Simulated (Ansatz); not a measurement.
Li:
```xyz
1
Lattice="-1.7380 1.7380 1.7380 1.7380 -1.7380 1.7380 1.7380 1.7380 -1.7380" Properties=species:S:1:pos:R:3 pbc="T T T"
Li     0.0000     0.0000     0.0000
```

Relaxed with DFT-r²SCAN in the program Ansatz with PAW potentials. Indices refer to the conventional cell of Im-3m, a = b = c = 3.476 Å, α = β = γ = 90.00°.

**Question.** Simulate the powder diffraction pattern (neutron, λ = 1.5401 Å; lines above 1 %) up to 2θ = 90°.

**Answer.** Simulated powder pattern, neutron, λ = 1.5401 Å (kinematic, ideal powder, no thermal factors, coherent scattering alone; the 30 strongest lines at most, above 1 %, up to 2θ = 90°):

| 2θ (°) | d (Å) | I/Imax (%) | hkl |
|---|---|---|---|
| 36.52 | 2.458 | 100 | (110) |
| 52.60 | 1.738 | 26 | (200) |
| 65.73 | 1.419 | 75 | (211) |
| 77.60 | 1.229 | 30 | (220) |
| 88.94 | 1.099 | 53 | (310) |

The r²SCAN relaxation kept the symmetry of its start.

Potentials: the earlier of the program's two PAW sets.
